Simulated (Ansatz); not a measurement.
According to plane-wave PAW r²SCAN+D4 (Ansatz code), F in the monoclinic phase (C2/c; F on 8f) relaxes to a = 5.059 Å, b = 3.314 Å, c = 6.616 Å, β = 92.1°.

The Kohn–Sham gap is 3.90 eV (direct). The valence maximum lies at Γ and the conduction minimum at Γ.

The cell was relaxed with r²SCAN+D4 under the symmetry of its start. The substance is a gas or liquid at ambient conditions; this is its low-temperature solid.

Potentials: the later of the program's two PAW sets.
